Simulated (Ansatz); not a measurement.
K:
```cif
data_K
_chemical_formula_sum 'K1'
_space_group_name_H-M_alt 'P 1'
_space_group_IT_number 1
_cell_length_a 4.51424
_cell_length_b 4.51424
_cell_length_c 4.51424
_cell_angle_alpha 109.471
_cell_angle_beta 109.471
_cell_angle_gamma 109.471
loop_
_space_group_symop_operation_xyz
  'x, y, z'
loop_
_atom_site_label
_atom_site_type_symbol
_atom_site_fract_x
_atom_site_fract_y
_atom_site_fract_z
_atom_site_occupancy
K1 K 0.00000 0.00000 0.00000 1
```

Relaxed with PBEsol in the plane-wave PAW code Ansatz. Indices refer to the conventional cell of Im-3m, a = b = c = 5.213 Å, α = β = γ = 90.00°.

Q: Simulate the powder diffraction pattern (Fe Kα, λ = 1.93735 Å; lines above 1 %) up to 2θ = 90°.

A: Simulated powder pattern, Fe Kα, λ = 1.93735 Å (kinematic, ideal powder, no thermal factors, no anomalous dispersion; the 30 strongest lines at most, above 1 %, up to 2θ = 90°):

```tsv
2θ (°)	d (Å)	I/Imax (%)	hkl
30.47	3.686	100	(110)
43.64	2.606	18	(200)
54.16	2.128	37	(211)
63.42	1.843	11	(220)
71.98	1.648	15	(310)
80.14	1.505	3.5	(222)
88.11	1.393	17	(321)
```

Symmetry was held in the PBEsol relaxation.

Potentials: the later of the program's two PAW sets.
